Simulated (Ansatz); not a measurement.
NbRu (Pm-3m): the held moment from field and pressure

The geometry is a structure as deposited in COD, held fixed and not relaxed.

Functional, mesh and filling: r²SCAN, 10×10×10 k mesh, Fermi–Dirac smearing of 0.05 eV. PAW means Ansatz 0.2.0 on its default frozen-core files. Site moments are integrated in spheres about the atoms.

The run was typed so:

```yaml
crystal:
  lattice:
    - [3.184, 0.0, 0.0]
    - [0.0, 3.184, 0.0]
    - [0.0, 0.0, 3.184]
  atoms:
    - { symbol: Nb, position: [0.0, 0.0, 0.0], spin: 1.0 }
    - { symbol: Ru, position: [0.5, 0.5, 0.5], spin: 1.5 }
magnetization:
  spin_polarized: true
kpoints:
  mp_grid: { grid: [10, 10, 10] }
scf:
  occupations: { method: fermi_dirac, width: 0.05 }
  lower_state_search: "off"
hamiltonian:
  xc: r2scan
  pseudopotentials: { kind: paw }
output:
  forces: true
  stress: true
  eigenvalues: true
  populations: true
  dos: { projected: true, de: 0.1, e_range: [-8, 5] }
  write_density: true
  write_potential: true
  elf: true
  volumetric_format: npy
```

Command: `ansatz run input.yaml --threads 1 --pin off --max-ram 3072MiB --backend cpu --events-out ev --progress --plain --runs-dir out`

The free run ends with 0.50 μB per cell. Further runs hold the cell's moment M by two Fermi levels; B is half their difference over μB, positive where the field raises M. Some of them:

```
M (μB/cell)  B (T)  ΔF over the free run (meV/cell)  pressure (GPa)
       0.20  -1369                             16.2            -5.0
       0.58    665                              1.6            -4.3
       0.65   1072                              5.2            -4.1
```

**Question.** Another run of the series gave B (T) = -1207, ΔF over the free run (meV/cell) = 8.6, pressure (GPa) = -4.8. Which moment was held?
A. 0.45
B. 0.30
C. 0.40
D. 0.10

**Answer.** B. M (μB/cell) = 0.30.

**Question.** Another run of the series gave B (T) = -812, ΔF over the free run (meV/cell) = 2.6, pressure (GPa) = -4.7. Which moment was held?
A. 0.40
B. 0.10
C. 0.45
D. 0.30

**Answer.** A. M (μB/cell) = 0.40.

The whole series:

```tsv
M (μB/cell)	B (T)	ΔF over the free run (meV/cell)	pressure (GPa)
0.10	-1131	23.7	-5.3
0.20	-1369	16.2	-5.0
0.30	-1207	8.6	-4.8
0.40	-812	2.6	-4.7
0.45	-481	0.7	-4.6
0.58	665	1.6	-4.3
0.65	1072	5.2	-4.1
```

The PAW files were made with PBE; the program remakes their cores once for the run's functional and then keeps them frozen. The Ansatz runs typed with the search for lower states off end where their start leads. r²SCAN is known to give itinerant transition metals moments and polarisation energies that are too large. The magnetic state is the one that this cell and start allow. It needn't be the compound's measured order, which may need a larger cell or be absent.
